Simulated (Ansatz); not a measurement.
Polymorphs of ZnO, each relaxed with PBE (plane waves, PAW; program Ansatz):

A: wurtzite (P6_3mc)
a = b = 3.2794 Å, c = 5.2937 Å, α = β = 90.00°, γ = 120.00°

```
atom  site  symmetry       x       y       z
----  ----  --------  ------  ------  ------
Zn      2b       3m.  0.6667  0.3333  0.0021
O       2b       3m.  0.3333  0.6667  0.1231
```

B: P6_3mc
a = 3.2696 Å, b = 3.2696 Å, c = 15.9633 Å, α = 90.00°, β = 90.00°, γ = 120.00°

| atom | site | symmetry | x | y | z |
|---|---|---|---|---|---|
| Zn | 2a | 3m. | 0.0000 | 0.0000 | 0.4999 |
| Zn | 2b | 3m. | 0.3333 | 0.6667 | 0.3334 |
| Zn | 2b | 3m. | 0.6667 | 0.3333 | 0.1666 |
| O | 2a | 3m. | 0.0000 | 0.0000 | 0.3747 |
| O | 2b | 3m. | 0.3333 | 0.6667 | 0.2079 |
| O | 2b | 3m. | 0.6667 | 0.3333 | 0.0411 |

### Question
Put the candidates in order of energy per atom at 0 K, lowest first, for PBE.

### Answer
A (+0 meV/atom), B (+5 meV/atom)

### Question
Give each one's gap.

### Answer
A 0.74 eV; B 0.67 eV.

Built on a structure type that need not be the filed one of that space group: B. Not the usual ambient phase: B. All cells were relaxed under the symmetry of their starts (and spin orders); stability against distortions was not tested throughout.

Energies hold the estimated change up to a 700 eV cutoff; steps of a few meV lie near the error of the meshes.

Potentials: the later of the program's two PAW sets.
